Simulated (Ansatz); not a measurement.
**TaW: strain energy, fitted**

TaW, Cmmm, a = 3.227 Å, b = 4.607 Å, c = 4.516 Å. The structure is a Materials Project entry; whether it is the stable form wasn't checked. Ansatz: r2SCAN, PAW, 500 eV, Γ-centred 14×10×10 mesh on 4 atoms, Gaussian smearing 0.10 eV; no spin polarisation. Series: equal strain along all axes, cell held, atoms fixed by symmetry; x is the strain in per cent. y is the free energy over the unstrained cell, V0 = 16.785 Å³/atom.

| x (%) | y (meV/atom) |
| --- | --- |
| -3.0 | 119.02 |
| -2.0 | 51.55 |
| -1.0 | 12.64 |
| 0.0 | 0.00 |
| 1.0 | 11.51 |
| 2.0 | ? |
| 3.0 | 99.22 |

Problem. Fit y = c2 x² + c3 x³ to the other rows, turn c2 into a modulus, and predict the missing energy.

Solution. Least squares on the rows shown. y = 12.126 x² − 0.36751 x³. In eV per unit strain² c2 is 121.3; the stiffness is B for this strain (E = 9/2 B V0 ε², shape held): 2 × 121.3 × 160.2 / (9 × 16.785) = 257 GPa. The unstrained cell keeps some stress along the strain, worth a slope of -0.23 meV/atom per %, which the form leaves out. At x = 2.0 the fit asked for gives 45.56 meV/atom. The run gave 45.19 meV/atom, so the fit is 0.37 meV/atom too high, 0.31 % of the span of the series, against an rms of 0.14 meV/atom on the fitted rows. With a term in x⁴ added, a fit to the same known rows predicts 45.62 meV/atom, no real gain.

Spin–orbit coupling is left out, which can shift energies with elements as heavy as these.